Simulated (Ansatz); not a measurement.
An Ansatz (a first-principles code) run. Input:

Ansatz 0.2 input:
```yaml
crystal:
  lattice:
    - [1.5620296637, -5.5698470245, 0.0]
    - [1.5620296637, 5.5698470245, 0.0]
    - [0.0, 0.0, 4.9536452768]
  atoms:
    - { symbol: Mo, position: [0.9067722177, 0.0932277823, 0.4977459337] }
    - { symbol: Mo, position: [0.0932277823, 0.9067722177, 0.9977459337] }
    - { symbol: P, position: [0.5699080748, 0.4300919252, 0.3798720579] }
    - { symbol: P, position: [0.4300919252, 0.5699080748, 0.8798720579] }
    - { symbol: P, position: [0.2968057066, 0.7031942934, 0.1973920084] }
    - { symbol: P, position: [0.7031942934, 0.2968057066, 0.6973920084] }
kpoints:
  mp_grid: { grid: [10, 10, 6] }
  band_path:
    path:
      - [[0.0, 0.0, 0.0], [-0.5, 0.5, 0.0], [-0.2696621963, 0.7303378037, 0.0]]  # Γ-Y-C_0
      - [[0.2696621963, 0.2696621963, 0.0], [0.0, 0.0, 0.0], [0.0, 0.0, 0.5], [0.2696621963, 0.2696621963, 0.5]]  # Σ_0-Γ-Z-A_0
      - [[-0.2696621963, 0.7303378037, 0.5], [-0.5, 0.5, 0.5], [-0.5, 0.5, 0.0]]  # E_0-T-Y
      - [[0.0, 0.0, 0.0], [0.0, 0.5, 0.0], [0.0, 0.5, 0.5], [0.0, 0.0, 0.5], [-0.5, 0.5, 0.5]]  # Γ-S-R-Z-T
    npoints: 6
basis: { xc_grid: 2 }
hamiltonian:
  xc: pbesol
  pseudopotentials: { azcp: { folder: ./paw }, kind: paw_fr }
magnetization: { noncollinear: true, spin_orbit: true }
scf:
  n_extra_bands: 12
  convergence: { dr2_threshold: 0.0000000001 }
  occupations: { method: gaussian, width: 0.05 }
output: { eigenvalues: true }
```

Output (shortened):

```
Pseudopotentials: kind: paw_fr
Pseudopotential: Mo, paw, valence charge 14
Pseudopotential: P, paw, valence charge 5
Functional definition: PBEsol
non-collinear run that drives no moment, with spin-orbit …
Crystal: 6 atoms, lattice volume = 86.196 Å³
Basis set: ecut = 420 eV, 1687 PW (Γ), exchange–correlation on 80×80×72 points (8 copies of the dense FFT grid, shifted against one another)
Bands: 60, of which v1, the nominal top of the filled ones, is band 48 counted from 1 (47 counted from 0)
Symmetry: 4 space group operations + 4 with time reversal
k-points: 124 of 600 (time reversal used)
Projection manifold: j_resolved (fully-relativistic pseudo-atomic orbitals)
PAW frozen core: Mo, regenerated for the run's functional, and the local potential with it
PAW frozen core: P, regenerated for the run's functional, and the local potential with it
Initial density: superposition of atomic densities (chi_scale 0.1, normalization cell, long waves kept (reshape's long-wave potential 0.00 eV rms))
Initial wavefunctions: pseudopotential atomic-orbital guess
Eigensolver: davidson
Functional: x = pbesol(κ = 0.804, μ = 0.12345679012345678), c = pbesol(β = 0.046)
SCF iter   1: F=—  HF=-12763.038452 eV  |F-HF|=—  |Δ(HF+E_count)|=         —  Δρ=8.26e-2  dr2=7.54e0  dr2_m=0.00e0 (ungated)  ethr=3.10e-3  |M|=0.00e0 ∫|m|=0.00e0 μB  |m|>n=0.0e0 m-floor=0.0e0 τ_xc=0.0e0  β_m=0.30  ⟨swp⟩=7.2  Hψ=38314  notcnv=0  defer=28
all-band conjugate gradients solve this SCF's bands
preconditioner: auto → Kerker (q_TF=auto, 2.475 Å⁻¹)
spin=Noncollinear: Kerker preconditioning applied to the charge; magnetization (m_x, m_y, m_z) channels mix plain (no charge-response kernel on spin).
SCF iter   2: F=—  HF=-12761.772278 eV  |F-HF|=—  |Δ(HF+E_count)|=    1.27e0  Δρ=4.89e-2  dr2=1.98e0  dr2_m=0.00e0 (ungated)  ethr=3.10e-3  |M|=0.00e0 ∫|m|=0.00e0 μB  |m|>n=0.0e0 m-floor=0.0e0 τ_xc=0.0e0  β_m=0.46  ⟨swp⟩=3.6  Hψ=14634  notcnv=0  defer=684
SCF iter   3: F=—  HF=-12761.318795 eV  |F-HF|=—  |Δ(HF+E_count)|=   4.53e-1  Δρ=1.78e-2  dr2=2.59e-1  dr2_m=0.00e0 (ungated)  ethr=3.10e-3  |M|=0.00e0 ∫|m|=0.00e0 μB  |m|>n=0.0e0 m-floor=0.0e0 τ_xc=0.0e0  β_m=0.73  ⟨swp⟩=2.6  Hψ=10801  notcnv=0  defer=684
SCF iter   4: F=—  HF=-12761.263608 eV  |F-HF|=—  |Δ(HF+E_count)|=   5.52e-2  Δρ=4.09e-3  dr2=1.82e-2  dr2_m=0.00e0 (ungated)  ethr=5.39e-4  |M|=0.00e0 ∫|m|=0.00e0 μB  |m|>n=0.0e0 m-floor=0.0e0 τ_xc=0.0e0  β_m=0.86  ⟨swp⟩=2.9  Hψ=12520  notcnv=0  defer=688
SCF iter   5: F=—  HF=-12761.259837 eV  |F-HF|=—  |Δ(HF+E_count)|=   3.77e-3  Δρ=9.98e-4  dr2=1.64e-3  dr2_m=0.00e0 (ungated)  ethr=3.79e-5  |M|=0.00e0 ∫|m|=0.00e0 μB  |m|>n=0.0e0 m-floor=0.0e0 τ_xc=0.0e0  β_m=0.93  ⟨swp⟩=2.9  Hψ=12899  notcnv=0  defer=686
SCF iter   6: F=—  HF=-12761.259615 eV  |F-HF|=—  |Δ(HF+E_count)|=   2.22e-4  Δρ=1.68e-4  dr2=3.96e-5  dr2_m=0.00e0 (ungated)  ethr=3.42e-6  |M|=0.00e0 ∫|m|=0.00e0 μB  |m|>n=0.0e0 m-floor=0.0e0 τ_xc=0.0e0  β_m=0.96  ⟨swp⟩=2.0  Hψ=8936  notcnv=0  defer=686
SCF iter   7: F=—  HF=-12761.259606 eV  |F-HF|=—  |Δ(HF+E_count)|=   8.76e-6  Δρ=2.49e-5  dr2=8.76e-7  dr2_m=0.00e0 (ungated)  ethr=8.25e-8  |M|=0.00e0 ∫|m|=0.00e0 μB  |m|>n=0.0e0 m-floor=0.0e0 τ_xc=0.0e0  β_m=0.98  ⟨swp⟩=2.0  Hψ=9786  notcnv=0  defer=686
SCF iter   8: F=—  HF=-12761.259627 eV  |F-HF|=—  |Δ(HF+E_count)|=   2.09e-5  Δρ=4.37e-6  dr2=1.43e-8  dr2_m=0.00e0 (ungated)  ethr=1.82e-9  |M|=0.00e0 ∫|m|=0.00e0 μB  |m|>n=0.0e0 m-floor=0.0e0 τ_xc=0.0e0  β_m=0.99  ⟨swp⟩=2.0  Hψ=10742  notcnv=0  defer=686
SCF iter  10: F=-12761.259627 eV  HF=-12761.259627 eV  |F-HF|=1.09e-11  |Δ(HF+E_count)|=  9.82e-11  Δρ=1.65e-7  dr2=2.51e-11  dr2_m=0.00e0 (ungated)  ethr=1.00e-12  |M|=0.00e0 ∫|m|=0.00e0 μB  |m|>n=0.0e0 m-floor=0.0e0 τ_xc=0.0e0  ⟨swp⟩=12.0  Hψ=25964  notcnv=0…
SCF 1 converged in 10 iterations: F = -12761.259627 eV  dr2 = 2.51e-11
NSCF: frozen V_eff on 70 k-points
SCF converged after 10 iterations
Magnetization: |M| = 0.0000 μB,  M = (+0.0000, +0.0000, +0.0000) μB
Absolute magnetization: 0.0000 μB (∫|m|)
  site 0: m = (+0.0000, +0.0000, +0.0000) μB, |m| = 0.0000 μB  (R = 1.02 Å)
  site 1: m = (+0.0000, +0.0000, +0.0000) μB, |m| = 0.0000 μB  (R = 1.02 Å)
  site 2: m = (+0.0000, +0.0000, +0.0000) μB, |m| = 0.0000 μB  (R = 0.89 Å)
  site 3: m = (+0.0000, +0.0000, +0.0000) μB, |m| = 0.0000 μB  (R = 0.89 Å)
  site 4: m = (+0.0000, +0.0000, +0.0000) μB, |m| = 0.0000 μB  (R = 0.89 Å)
  site 5: m = (+0.0000, +0.0000, +0.0000) μB, |m| = 0.0000 μB  (R = 0.89 Å)
Free energy (F): -12761.259627 eV
Harris-Foulkes:  -12761.259627 eV  (|F-HF|=1.09e-11)
Internal energy: -12761.258318 eV  (E = F + TS)
E sigma→0 (E₀):  -12761.258973 eV
Entropy (-TS):   -0.001309 eV (-0.218 meV/atom)
Fermi energy:    14.889645 eV
--- Per-component energies (eV) ---
  E_band       = -123.086523
  E_kinetic    = 1133.587635
  E_local      = -2453.075273  (includes V_loc(G=0)·N_el)
  E_nonlocal   = 429.243823
  E_hartree    = 906.044848
  E_xc         = -645.895344
  E_vxc        = -691.817030  (∫ρ·V_xc dr)
  E_paw        = -8483.984481  (= ΣΔE_a)
  E_vpaw       = -353.115354  (= ΣTr[D̂ρ^β])
  E_aug_tail   = 0.000092  (compensation charges beyond the density's cutoff)
  E_ewald      = -3647.785043
  E_core_change = 0.605426  (= ΣΔE_core)
  E_smearing   = -0.001309  (= −TS)
  E_closure    = 0.000000  (closes the sum)
  Σ components = -12761.259627   (vs F -12761.259627, Δ=0.00e0)
  [band-id]    e_kinetic+e_local+e_nonlocal+2·e_hartree+e_vxc+e_vpaw+e_augmentation_tail = -123.086412   (vs E_band -123.086523, Δ=1.11e-4)
--- Band table (eV; the first three rows and the last of 124) ---
  k-point 0: bands = ["-45.8961", "-45.8961", "-45.8798", "-45.8798", "-21.7891", "-21.7891", "-21.7342", "-21.7342", "-19.3337", "-19.3337", "-19.2873", "-19.2873", "-19.2678", "-19.2678", "-19.2070", "-19.2070", "0.0248", "0.0248", "2.5704", "2.5704", "4.7968", "4.7968", "5.5390", "5.5390", "8.2050", "8.2050", "8.7463", "8.7463", "9.8799", "9.8799", "10.4098", "10.4098", "11.0331", "11.0331", "12.5081", "12.5081", "12.5773", "12.5773", "12.6308", "12.6308", "12.9248", "12.9248", "13.4833", "13.4833", "13.7181", "13.7181", "14.0834", "14.0834", "15.2940", "15.2940", "15.9934", "15.9934", "16.3104", "16.3104", "16.7946", "16.7946", "17.5496", "17.5496", "19.1259", "19.1259"]
  k-point 1: bands = ["-45.8950", "-45.8950", "-45.8809", "-45.8809", "-21.7857", "-21.7857", "-21.7381", "-21.7381", "-19.3319", "-19.3319", "-19.2922", "-19.2922", "-19.2618", "-19.2618", "-19.2105", "-19.2105", "0.1839", "0.1839", "2.4615", "2.4615", "4.8428", "4.8428", "5.2002", "5.2002", "8.1713", "8.1713", "8.9666", "8.9666", "9.1151", "9.1151", "11.0936", "11.0936", "11.3771", "11.3771", "12.1638", "12.1638", "12.3803", "12.3803", "12.6339", "12.6339", "13.4479", "13.4479", "13.5592", "13.5592", "13.6837", "13.6837", "14.3495", "14.3495", "15.4315", "15.4315", "16.0512", "16.0512", "16.4868", "16.4868", "17.0913", "17.0913", "17.4621", "17.4621", "18.9551", "18.9551"]
  k-point 2: bands = ["-45.8920", "-45.8920", "-45.8839", "-45.8839", "-21.7762", "-21.7762", "-21.7487", "-21.7487", "-19.3259", "-19.3259", "-19.3031", "-19.3031", "-19.2488", "-19.2488", "-19.2200", "-19.2200", "0.6391", "0.6391", "2.0200", "2.0200", "4.8973", "4.8973", "4.9417", "4.9417", "7.7133", "7.7133", "8.0077", "8.0077", "10.3009", "10.3009", "11.4690", "11.4690", "11.8674", "11.8674", "11.8887", "11.8887", "12.0147", "12.0147", "12.6273", "12.6273", "13.7287", "13.7287", "13.7626", "13.7626", "14.1530", "14.1530", "14.6825", "14.6825", "15.7218", "15.7218", "16.0579", "16.0579", "16.9002", "16.9002", "17.2734", "17.2734", "17.8107", "17.8107", "18.8578", "18.8578"]
  k-point 123: bands = ["-45.8880", "-45.8880", "-45.8880", "-45.8880", "-21.7630", "-21.7630", "-21.7630", "-21.7630", "-19.3203", "-19.3203", "-19.3203", "-19.3203", "-19.2290", "-19.2290", "-19.2290", "-19.2290", "1.7799", "1.7799", "1.7799", "1.7799", "3.6182", "3.6182", "3.6182", "3.6182", "9.4824", "9.4824", "9.4824", "9.4824", "10.7042", "10.7042", "10.7042", "10.7042", "11.9323", "11.9323", "11.9323", "11.9323", "12.1359", "12.1359", "12.1359", "12.1359", "13.3107", "13.3107", "13.3107", "13.3107", "13.8540", "13.8540", "13.8540", "13.8540", "16.1014", "16.1014", "16.1014", "16.1014", "17.5555", "17.5555", "17.5555", "17.5555", "17.8245", "17.8245", "17.8245", "17.8245"]
  band table: 60 of 60 bands, residual norms ≤ 1.0e-3 eV
```

Cost: very roughly 110 core-seconds on shared cores.

Space group Cmc2_1. The first step of the workflow began from a Materials Project structure, measured or hypothetical; the Crystallography Open Database copy checked does not list it. Its standing as an ambient phase is unchecked. Symmetry was held in the PBEsol relaxation; of distortions, only those at the zone centre were tested. The run is not spin-polarised.

Potentials: the earlier of the program's two PAW sets.

Ansatz is a plane-wave DFT program.
